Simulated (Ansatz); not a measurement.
## Structures of LiSi2: which is lowest?

Plane-wave DFT in Ansatz with scalar-relativistic PAW potentials, cutoff 420 eV, Γ-centred meshes chosen by cell and gap, Gaussian smearing with energies taken to zero width. Every cell was relaxed (cell and atoms) in a run of its own, within the symmetry of its start. Functional: PBE.

Relaxed structures (starts from databases or built by putting these elements on another compound's sites):
A. C2/m, 3 atoms in the computed cell, a = 6.815 Å, b = 2.817 Å, c = 6.175 Å, β = 117.2°; sites (symmetry × multiplicity) Li 2/m × 2, Si m × 4; start: built
B. I4/mmm, 3 atoms in the computed cell, a = 3.986 Å, c = 5.615 Å; sites (symmetry × multiplicity) Li 4/mmm × 2, Si -4m2 × 4; start: built
C. P3_221, 9 atoms in the computed cell, a = 5.503 Å, c = 5.489 Å; sites (symmetry × multiplicity) Li .2. × 3, Si 1 × 6; start: built
D. R-3m, 3 atoms in the computed cell, a = 3.783 Å, c = 13.346 Å; sites (symmetry × multiplicity) Li -3m × 3, Si 3m × 6; start: built

Question: Rank them by energy. Could pressure change the order?

Answer:
```csv
structure,group,E − E(lowest) (meV/atom),V (Å³/atom),gap on mesh (eV)
D,R-3m,0.0,18.37,0.00
C,P3_221,80,16.00,0.00
A,C2/m,107,17.57,0.00
B,I4/mmm,293,14.87,0.00
```

D is lowest, 80 meV/atom under C. C is denser by 2.38 Å³/atom, so pressure favours it: ΔE/ΔV, with ΔE in eV and 1 eV/Å³ = 160.2 GPa, gives about 5 GPa for equal enthalpy if both cells were rigid, a rough figure since the two compress differently. Other structures may lie lower than all of these, and vibrations aren't counted.